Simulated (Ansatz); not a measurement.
An element in the bcc structure gives these cold pressures by all-electron LAPW under LDA (Ansatz 0.2.0, scalar-relativistic, no spin polarisation).

| V (Å³/atom) | P (GPa) |
| --- | --- |
| 6.30 | 0.02 |
| 5.80 | 22.3 |
| 5.29 | 55.5 |
| 4.79 | 106.0 |
| 4.29 | 184.0 |
| 3.78 | 306.6 |
| 3.28 | 508.0 |
| 2.84 | 814.6 |

Q: Which element is it?

A: C. Its zero-pressure volume in this structure is near 6.3 Å³/atom; the volume and the steepness of P(V) together point to it, though neighbours can come close. This is the case that was computed; others weren't tested.
